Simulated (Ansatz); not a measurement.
A geometry of MgAu away from equilibrium: the start of the relaxation of a randomly generated symmetric cell of MgAu (space group No. 69). These are PBEsol (plane waves to 420 eV, PAW, scalar-relativistic; Ansatz, a quantum-chemistry and plane-wave program) values and carry that method's errors. Γ-centred k-mesh 9×9×9 on the run's cell (coarser than for final values), Fermi–Dirac smearing 0.05 eV.

```xyz
4
Lattice="0.0000 3.9676 4.2540 2.2808 0.0000 4.2540 2.2808 3.9676 0.0000" Properties=species:S:1:pos:R:3 pbc="T T T"
Au     2.2808     3.9676     1.4797
Au     2.2808     3.9676     7.0284
Mg     1.1404     1.9838     4.2540
Mg     1.1404     1.9838     0.0000
```

**Question.** Predict the force on each atom, in eV/Å.

**Answer.** 
```
atom    Fx    Fy     Fz
----  ----  ----  -----
Au1   0.00  0.00  -0.32
Au2   0.00  0.00   0.32
Mg3   0.00  0.00   0.00
Mg4   0.00  0.00   0.00
```

**Question.** What is the pressure?

**Answer.** +10.6 GPa, compression positive.

**Question.** How far above the relaxed end point is this geometry?

**Answer.** 0.97 eV/atom; the path ends in Pm-3m (No. 221) (CsCl type).

No spin polarisation in the result.

The run could not lose the symmetry of its start.
